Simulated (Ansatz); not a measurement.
Relaxed MgH₂ (rutile):

```
CELL_PARAMETERS angstrom
      9.03458     0.00000     0.00000
      0.00000     4.51729     0.00000
      0.00000     0.00000     3.01286
ATOMIC_POSITIONS crystal
  Mg 0.00000 0.00000 0.00000
  Mg 0.50000 0.00000 0.00000
  Mg 0.25000 0.50000 0.50000
  Mg 0.75000 0.50000 0.50000
  H  0.15220 0.30441 0.00000
  H  0.65220 0.30441 0.00000
  H  0.40220 0.19559 0.50000
  H  0.90220 0.19559 0.50000
  H  0.09780 0.80441 0.50000
  H  0.59780 0.80441 0.50000
  H  0.34780 0.69559 0.00000
  H  0.84780 0.69559 0.00000
```

The atoms are displaced by Q × the pattern below (from a DFPT mode at X = (0.5, 0.0, 0.0), largest move 1; Q in Å), at fixed cell. It is one choice among 2 degenerate patterns. (q is in reciprocal vectors of the primitive cell; the cell shown is doubled to hold the pattern.)

| atom | x | y | z |
|---|---|---|---|
| Mg3 | -0.999 | -0.040 | 0.000 |
| Mg4 | 0.999 | 0.040 | 0.000 |
| H5 | -0.604 | 0.063 | 0.000 |
| H6 | 0.604 | -0.063 | 0.000 |
| H7 | -0.362 | 0.035 | 0.000 |
| H8 | 0.362 | -0.035 | 0.000 |
| H9 | -0.362 | 0.035 | 0.000 |
| H10 | 0.362 | -0.035 | 0.000 |
| H11 | -0.604 | 0.063 | 0.000 |
| H12 | 0.604 | -0.063 | 0.000 |

Atoms not listed stay in place.

Level of theory: PBE (plane waves to 420 eV, PAW, scalar-relativistic; Ansatz, a quantum-chemistry and plane-wave program). k mesh 4×7×11 (Γ-centred), Fermi-Dirac smearing 0.05 eV. Energies are smeared free energies. MgH2 was relaxed with its symmetry unable to fall. The zero of ΔE is the undisplaced structure.

```json
[
 {"Q (Å)": "-0.180", "ΔE (eV/cell)": "0.1491"},
 {"Q (Å)": "-0.120", "ΔE (eV/cell)": "0.0663"},
 {"Q (Å)": "-0.060", "ΔE (eV/cell)": "0.0166"},
 {"Q (Å)": "0.000", "ΔE (eV/cell)": "0.0000"},
 {"Q (Å)": "0.060", "ΔE (eV/cell)": "0.0166"},
 {"Q (Å)": "0.120", "ΔE (eV/cell)": "0.0663"},
 {"Q (Å)": "0.180", "ΔE (eV/cell)": "0.1491"}
]
```

Which DFPT wavenumber at X = (0.5, 0.0, 0.0) belongs to this mode?
A) 483 cm⁻¹
B) 223 cm⁻¹
C) 1434 cm⁻¹
D) 1205 cm⁻¹

B, 223 cm⁻¹. The curvature of the scan gives 223 cm⁻¹

(For displaced atoms, the force is minus the slope of the energy, and its curvature is a force constant, which sets phonon frequencies.)
